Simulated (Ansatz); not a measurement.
Ni$_{3}$S$_{4}$:
```yaml
crystal:
  lattice:
    - [0.00000, 4.69777, 4.69777]
    - [4.69777, 0.00000, 4.69777]
    - [4.69777, 4.69777, 0.00000]
  atoms:
    - { symbol: Ni, position: [0.62500, 0.62500, 0.12500] }
    - { symbol: Ni, position: [0.62500, 0.12500, 0.62500] }
    - { symbol: Ni, position: [0.62500, 0.62500, 0.62500] }
    - { symbol: Ni, position: [0.12500, 0.62500, 0.62500] }
    - { symbol: Ni, position: [0.25000, 0.25000, 0.25000] }
    - { symbol: Ni, position: [0.00000, 0.00000, 0.00000] }
    - { symbol: S, position: [0.86678, 0.86678, 0.86678] }
    - { symbol: S, position: [0.85034, 0.38322, 0.38322] }
    - { symbol: S, position: [0.86678, 0.86678, 0.39966] }
    - { symbol: S, position: [0.38322, 0.85034, 0.38322] }
    - { symbol: S, position: [0.39966, 0.86678, 0.86678] }
    - { symbol: S, position: [0.38322, 0.38322, 0.38322] }
    - { symbol: S, position: [0.86678, 0.39966, 0.86678] }
    - { symbol: S, position: [0.38322, 0.38322, 0.85034] }
```

Relaxed with r²SCAN. Special points in fractions of this cell's reciprocal vectors: Γ (0.000, 0.000, 0.000); X (0.500, 0.000, 0.500); U (0.625, 0.250, 0.625); K (0.375, 0.375, 0.750); L (0.500, 0.500, 0.500); W (0.500, 0.250, 0.750).

Problem. List the band energies nearest the Fermi level at these points for r²SCAN (plane waves, PAW; program Ansatz).

Solution. In eV from the Fermi level; about four levels below and three above (degenerate sets whole), none deeper than 8.9 eV; points with the same levels are listed once.

```csv
k,below,above
Γ,-1.86 -1.86 -1.82 -1.82 -1.82,0.45 0.45 0.45
X,-0.94 -0.94 -0.03 -0.03,0.26 0.26 1.11 1.11
U,-1.17 -1.00 -0.91 -0.65,0.01 0.17 0.29
L,-0.83 -0.60 -0.60 -0.08,0.36 0.36 0.46
W,-0.95 -0.95 -0.82 -0.82,0.11 0.11 0.37 0.37
```

Space group Fd-3m. The workflow started from a Materials Project entry (that database holds measured and hypothetical structures alike); the Crystallography Open Database files this formula in space group No. 227, but the cells were not matched. Its standing as an ambient phase is unchecked. The cell was relaxed with r²SCAN under the symmetry of its start; whether a distortion lowers the energy is not shown. No spin polarisation was allowed.

Potentials: the earlier of the program's two PAW sets.
